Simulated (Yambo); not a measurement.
A G0W0@PBE run in Yambo for BeS (zinc blende, space group F-43m, No. 216) (6×6×6 Γ-centred k mesh, bands 2 to 62 and a 10 Ry block in the screening, 62 bands in G with the Bruneval-Gonze terminator, plasmon pole fitted at 27.2 eV) gives these matrix elements, in eV, at the band edges (Γ → X):

```tsv
state	E0	<Vxc>	<Σx>	<Σc(E0)>	Z
valence edge	0.000	-13.698	-16.545	1.460	0.798
conduction edge	3.141	-9.307	-5.142	-3.743	0.828
```

Problem. Solve the linearised quasiparticle equation for both states, give the gap, and say how exchange and correlation each act on it.

Solution. E = E0 + Z(Σx + Σc − Vxc). Valence: 0.000 + 0.798 × (-16.545 + (1.460) − (-13.698)) = -1.11 eV. Conduction: 3.141 + 0.828 × (-5.142 + (-3.743) − (-9.307)) = 3.49 eV. The gap is 4.60 eV, against 3.14 eV in PBE. Replacing Vxc by bare exchange alone would open it by 7.01 eV; correlation takes back 5.20 eV of that, and Z scales what is left. Nearest settings tried, and what they do to the gap: 39 bands in G: +3 meV; 4 Ry block (51 vectors against 137): -186 meV. Not varied: bands in W, mesh. So the settings aren't converged at that level. 

Geometry of the Materials Project entry, not relaxed at this level; primitive cell a = b = c = 3.444 Å, α = β = γ = 60.00°.
